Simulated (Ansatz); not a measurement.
# CsCoF4, a known structure type with other elements, at an estimated volume

```yaml
crystal:
  lattice:
    - [3.67506, 0.00000, 0.00000]
    - [0.00000, 3.67506, 0.00000]
    - [0.00000, 0.00000, 6.33447]
  atoms:
    - { symbol: Cs, position: [0.50000, 0.50000, 0.50000] }
    - { symbol: Co, position: [0.00000, 0.00000, 0.00000] }
    - { symbol: F, position: [0.50000, 0.00000, 0.00000] }
    - { symbol: F, position: [0.00000, 0.50000, 0.00000] }
    - { symbol: F, position: [0.00000, 0.00000, 0.27700] }
    - { symbol: F, position: [0.00000, 0.00000, 0.72300] }
```

Single point in Ansatz 0.2.0 with r2SCAN, no spin polarisation. Cutoff 500 eV, PAW datasets, 7×7×4 Γ-centred k mesh, gaussian filling (width 0.0302 eV).

**Question.** Which atom feels the largest force, and which way?

**Answer.** The largest is on F5 (and as large on other atoms): 1.23 eV/Å, components (0.00, 0.00, 1.23). It makes 180° with the line to a nearest neighbour, Co2 at 1.75 Å, pointing away from it.

**Question.** Which orbitals make up the band edges?

**Answer.** Within 0.7 eV of the edges, the states project mainly on Co d (71 %) and F p (28 %) below the gap and on Co d (85 %) above it.

**Question.** What is the formation energy?

**Answer.** -2.41 eV an atom against the elements' usual phases (free molecules for gases, crystals otherwise, with no correction for O₂ or N₂), so it is bound against them; other compounds may still compete. Relaxing would lower it.

**Question.** Give the Bader charges.

**Answer.** Bader charges in e: Cs +0.93, Co +1.81, F -0.71 to -0.66. In the mean Co gives up most and F takes most.

**Question.** Metal or insulator? Give the gap.

**Answer.** The gap is 0.37 eV, indirect (the least direct gap found is 0.74 eV).

**Question.** What does the stress say?

**Answer.** The pressure is 7.6 GPa (compression positive), so with the atoms held at these fractions the cell would first expand; the forces are large, so a full relaxation may end otherwise. The principal stresses 6.3, 6.3, 10.1 GPa differ, so its shape would change too.

**Question.** Describe some of the short contacts.

**Answer.** Co–F at 1.75 Å: least valence density 0.94 e/Å³ and ELF 0.12 there. Cs–F at 2.96 Å: least valence density 0.11 e/Å³ and ELF 0.04 there, a closed-shell (ionic or weak) contact. Both are smooth PAW fields, read partly inside the augmentation spheres.

Origin: a known structure type with other elements, at an estimated volume, so it need not be a known compound. Caveats: no spin polarisation, so a magnetic state may lie lower.
